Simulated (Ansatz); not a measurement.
### Question
Name crystals whose computed values (HSE06 in the plane-wave PAW code Ansatz) fall in these windows: gap (eV) 2.6 to 3.8; B₀ by P(V) fit (GPa) 16 to 21.

### Answer


```csv
crystal,gap (eV),B₀ by P(V) fit (GPa)
"K2S, anti-fluorite",3.29,19.6
"TlBr, rock salt",2.99,16.4
```
Others may fit too.

Standing as an ambient phase not checked: TlBr, rock salt. All cells were relaxed under the symmetry of their starts (and spin orders); stability against distortions was not tested throughout. Scalar-relativistic: spin–orbit coupling is off unless named, which matters more the heavier the elements.

Potentials: the later of the program's two PAW sets.
